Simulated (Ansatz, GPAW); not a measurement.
This is a calculation of HfB for Ansatz 0.2.0. 

input.yaml

```yaml
crystal:
  lattice:
    - [0.0, 2.31, 2.31]
    - [2.31, 0.0, 2.31]
    - [2.31, 2.31, 0.0]
  atoms:
    - { symbol: Hf, position: [0.5, 0.5, 0.5] }
    - { symbol: B, position: [0.0, 0.0, 0.0] }
kpoints:
  mp_grid: { grid: [10, 10, 10] }
scf:
  occupations: { method: gaussian, width: 0.1 }
hamiltonian:
  xc: pbesol
  pseudopotentials: { kind: all_electron, lapw: { basis_error: 0.001 } }
output:
  forces: true
  stress: true
  eigenvalues: true
```

Potentials or basis: all-electron LAPW, scalar-relativistic.

Run with:

```bash
$ ansatz run input.yaml --threads 1 --pin off --max-ram 3072MiB --backend cpu --events-out ev --progress --plain --runs-dir out
```

Translate it to GPAW 26.7.0 (ASE script). Potentials or basis there: PAW data sets generated for this functional, cutoff 800 eV.

As run (cutoffs and basis follow the program's own potentials, and thresholds, step limits or extra output files can differ):

File run.py:

```python
from ase.dft.bandgap import bandgap
from ase.io import read, write
from ase.units import GPa
from gpaw import GPAW, PW, setup_paths

setup_paths.insert(0, '.')

atoms = read('POSCAR')

calc = GPAW(mode=PW(800),
            xc='PBEsol',
            kpts={'size': (10, 10, 10), 'gamma': True},
            occupations={'name': 'methfessel-paxton', 'order': 0, 'width': 0.1},
            nbands=17,
            convergence={'density': 1e-05, 'energy': 1e-05},
            maxiter=150,
            txt='gpaw.txt')
atoms.calc = calc
energy = atoms.get_potential_energy()
forces = atoms.get_forces()
stress = atoms.get_stress()
calc.write('gs.gpw')
write('result.traj', atoms)
print(f'Energy: {energy:.6f} eV')
print('Forces (eV/A):')
print(forces.round(4))
print('Stress (GPa):', (stress / GPa).round(3))
print('Fermi level:', round(calc.get_fermi_level(), 4), 'eV')
print(f'Gap: {bandgap(calc)[0]:.4f} eV, direct: {bandgap(calc, direct=True)[0]:.4f} eV')
```

File POSCAR:

```
HfB
1.0
    0.0000000000      2.3100000000      2.3100000000
    2.3100000000      0.0000000000      2.3100000000
    2.3100000000      2.3100000000      0.0000000000
Hf B
1 1
Direct
    0.5000000000      0.5000000000      0.5000000000
    0.0000000000      0.0000000000      0.0000000000
```

Potentials or basis: PAW data sets generated in the run's folder for this functional, pw.

Launch:

```console
$ gpaw-setup -f PBEsol B Hf
$ OMP_NUM_THREADS=1 python run.py
```

Both were run:

|  | Ansatz | GPAW |
| --- | --- | --- |
| Pressure | 23.2 GPa | 25.5 GPa |

Where Ansatz's input types no cutoff or centring, it takes its own default and a Γ-centred mesh.

The two runs disagree by more than potentials and bases usually give (in gap, levels, pressure or energy); the cause wasn't traced.

The cell lies far from this level's equilibrium.

Pressure is positive in compression.
